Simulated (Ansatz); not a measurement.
**GeTe4Pb3: vacancy migration on the Pb sublattice**

Method: DFT PBEsol, scalar-relativistic, plane waves, PAW (Ansatz). Settings: plane waves to 420 eV, k-mesh 4×4×2 (Γ-centred), Gaussian smearing 0.05 eV. Spin–orbit coupling is left out, which can shift energies with elements as heavy as these. No spin polarisation.

The perfect supercell:

```
CELL_PARAMETERS angstrom
4.47789 4.47789 0.00000
4.47789 -4.47789 0.00000
0.00000 0.00000 -12.64463
ATOMIC_POSITIONS crystal
Ge 0.00000 0.00000 0.00000
Ge 0.50000 0.50000 0.00000
Te 0.50000 0.50000 0.76235
Te 0.00000 0.00000 0.76235
Te 0.50000 0.00000 0.00000
Te 0.00000 0.50000 0.00000
Te 0.00000 0.00000 0.23765
Te 0.50000 0.50000 0.23765
Te 0.50000 0.00000 0.50000
Te 0.00000 0.50000 0.50000
Pb 0.50000 0.00000 0.24718
Pb 0.00000 0.50000 0.24718
Pb 0.00000 0.00000 0.50000
Pb 0.50000 0.50000 0.50000
Pb 0.50000 0.00000 0.75282
Pb 0.00000 0.50000 0.75282
```

Atom 11 (Pb) is removed, leaving a vacancy without charge, and atom 12 jumps 4.48 Å into it. The vacancy and the half-way point are each relaxed at fixed cell, keeping their symmetry. The supercell is small, and one in 6 of its Pb atoms is missing. It repeats after two jumps, so the jumping atom has a vacancy on both sides, which can shift the barrier from that beside a lone vacancy. The vacancy cell reads metallic on the mesh, and any unpaired electron is treated without spin.

Task: How high does the half-way point lie?

Result: 0.05 eV above the relaxed vacancy, with the jumping atom 0.40 Å off the straight line. This is the barrier if that point is a first-order saddle, which wasn't checked.